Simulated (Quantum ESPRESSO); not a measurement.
```cif
data_S4Sn2
_chemical_formula_sum 'S4 Sn2'
_space_group_name_H-M_alt 'P63mc'
_space_group_IT_number 186
_space_group_name_Hall 'P 6c -2c'
_cell_length_a 3.67585
_cell_length_b 3.67585
_cell_length_c 12.33895
_cell_angle_alpha 90.000
_cell_angle_beta 90.000
_cell_angle_gamma 120.000
loop_
_atom_site_label
_atom_site_type_symbol
_atom_site_symmetry_multiplicity
_atom_site_Wyckoff_symbol
_atom_site_fract_x
_atom_site_fract_y
_atom_site_fract_z
_atom_site_occupancy
S1 S 2 b 0.33333 0.66667 0.24340 1
S2 S 2 a 0.00000 0.00000 0.00659 1
Sn1 Sn 2 b 0.66667 0.33333 0.12501 1
```

The geometry is that of Materials Project entry mp-9984, symmetrised and not relaxed again.

Question: What does norm-conserving PBEsol (Quantum ESPRESSO, 72 Ry, with spin-orbit coupling) give for the electronic structure near the Fermi level?

Answer: The PBEsol gap is indirect, 1.33 eV, from 67 % of the way from K to Γ to M; the smallest direct gap is 1.54 eV. Another valence extremum on the path lies within 0.02 eV, too close to call. 

This is not the ordinary phase of the substance; no match was found in the copy of COD used, and its stability was not checked.

The distance between layers or molecules is the database entry's, not relaxed here. Functionals without dispersion can leave it too large, which widens gaps and weakens the response across layers: the numbers belong to this cell.
